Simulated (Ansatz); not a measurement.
SnMo2N in space group P6_3/mmc (No. 194; Sn on 2d, Mo on 4f, N on 2a) at seven volumes, PBE (plane waves, PAW; program Ansatz), shape and atoms relaxed at each. One row is withheld.

```
V (Å³/atom)  P (GPa)
-----------  -------
13.634             ?
14.084         12.69
14.533          5.78
14.983          0.00
15.432         -4.68
15.881         -7.93
16.331        -10.82
```

Fit the shown pressures and predict the withheld one.

Third-order Birch–Murnaghan: P = (3/2)B₀(x^(7/2) − x^(5/2))[1 + (3/4)(B′ − 4)(x − 1)] with x = (V₀/V)^(2/3). Least squares on the six rows gives V₀ = 14.982 Å³/atom, B₀ = 167.9 GPa, B′ = 6.70. At V = 13.634, x = 1.0649 and P = 21.63 GPa. The run itself gave 21.10 GPa.

The start of the workflow was typed in or built on a structure type; neither database checked (COD, Materials Project) lists it. Its standing as an ambient phase is unchecked. Symmetry was held in the PBE relaxation; whether a distortion lowers the energy is not shown. The workflow began spin-polarised and lost its moments. Spin–orbit coupling is left out wherever it is not named.

Potentials: the earlier of the program's two PAW sets.
